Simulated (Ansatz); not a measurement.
# Cu3S2: do energies and stresses tell the same story?

All numbers below come from Ansatz, DFT r2SCAN, scalar-relativistic, plane waves, PAW.

Cutoff 500 eV; k points 10×10×6 on the computed 5-atom cell (Γ-centred); Gaussian smearing, width 0.10 eV; no spin polarisation.

Relaxed cell: P-4m2, a = 3.459 Å, b = 3.459 Å, c = 5.961 Å, α = 90.00°, β = 90.00°, γ = 90.00°, 5 atoms in the primitive cell. Whether it is the stable form of this composition wasn't checked.

Energies at zero smearing and pressures from the stress tensor, at volumes with shape and atoms relaxed:
```csv
V (Å³/atom),E − E(first) (meV/atom),P (GPa)
13.407,0.00,8.01
13.835,-15.36,3.66
14.263,-20.05,-0.01
14.691,-15.76,-3.09
15.119,-3.94,-5.67
```

Question: Check P = −dE/dV between neighbouring volumes, and get the bulk modulus from the pressures alone.

Answer: With 1 eV/Å³ = 160.2 GPa:
```json
{"middle V (Å³/atom)": "13.621", "−ΔE/ΔV (GPa)": "5.751", "mean P (GPa)": "5.836"}
{"middle V (Å³/atom)": "14.049", "−ΔE/ΔV (GPa)": "1.758", "mean P (GPa)": "1.827"}
{"middle V (Å³/atom)": "14.477", "−ΔE/ΔV (GPa)": "-1.607", "mean P (GPa)": "-1.548"}
{"middle V (Å³/atom)": "14.905", "−ΔE/ΔV (GPa)": "-4.427", "mean P (GPa)": "-4.378"}
```

The two differ by 0.09 GPa at most. The mean of two end pressures misses the average over a step by about ΔV² P″/12, up to 0.06 GPa here; with that taken off 0.02 GPa remains. Around V = 14.263 Å³/atom, the two neighbours give B = −V ΔP/ΔV = 14.263 × 6.75 / 0.856 = 112.5 GPa, against B0 = 111.8 GPa from the Birch–Murnaghan fit of the energies.

Spin polarisation was left out, and a magnetic state may lie lower.

A ferromagnetic start lost its moments in a first run, so spin was left out; other magnetic orders weren't tried.